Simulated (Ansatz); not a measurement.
**Computed properties of BN (4H polytype)**

All numbers come from Ansatz 0.2.0. The cell comes from a prototype generator: it can be a known phase or a hypothetical one. Spin polarisation is off.

The cell is BN built on the 4H polytype prototype; cell and atoms were relaxed with r2SCAN. Space group P6_3mc (No. 186), hexagonal; conventional cell a = 2.548 Å, c = 8.375 Å, 5.89 Å³ an atom. Around B lie 4 N at 1.56 Å; around B lie 4 N at 1.56–1.58 Å; around N lie 4 B at 1.56 Å; around N lie 4 B at 1.56–1.58 Å.

```
B N
1.0
     2.54800    0.00000    0.00000
    -1.27400    2.20663    0.00000
     0.00000    0.00000    8.37536
B N
4 4
Direct
  0.00000 0.00000 0.00039
  0.33333 0.66667 0.24969
  0.00000 0.00000 0.50039
  0.66667 0.33333 0.74969
  0.00000 0.00000 0.18699
  0.33333 0.66667 0.43793
  0.00000 0.00000 0.68699
  0.66667 0.33333 0.93793
```

Relaxed lattice by functional, symmetry kept:
```json
{"functional": "PBE", "k mesh": "12×12×4", "a (Å)": "2.558", "c (Å)": "8.409", "volume (Å³/atom)": "5.96"}
{"functional": "r2SCAN", "k mesh": "12×12×4", "a (Å)": "2.548", "c (Å)": "8.375", "volume (Å³/atom)": "5.89"}
```

Band edges at fixed r2SCAN geometry:
```csv
level,k mesh,gap (eV),kind,edges,least direct gap (eV)
PBE,12×12×4,5.53,indirect,Γ → M,7.57
r2SCAN,12×12×4,6.08,indirect,Γ → M,8.19
HSE06,6×6×2,6.91,indirect,Γ → M,9.11
PBE0,6×6×2,7.68,indirect,Γ → M,9.89
```
PBE: smearing of 0.02 eV; the others have fixed occupations.
Wave cutoffs: 420 eV, 500 eV (r2SCAN).

The HSE06 gap is indirect, 6.91 eV (Γ to M), below the direct gap of 9.11 eV at M. With r2SCAN, at Γ the top three valence levels group as 2+1 from the top, spread over 132 meV.

r2SCAN covers 40 % of the step from PBE to HSE06. Among these functionals the gap stays indirect.

r2SCAN (ground state on 9×9×4): The electronic dielectric tensor ε∞ is 4.44 along x and y, 4.53 along z. Born charges, averaged over directions: B +1.95 to +1.98, N -1.97 e. The program notes that the ground state's band table doesn't vouch for all the bands that the response reads.

The meshes of the hybrids are coarse, so their gaps aren't converged to the digits shown.

The splittings at Γ are without spin-orbit coupling, which regroups them where it is of like size.
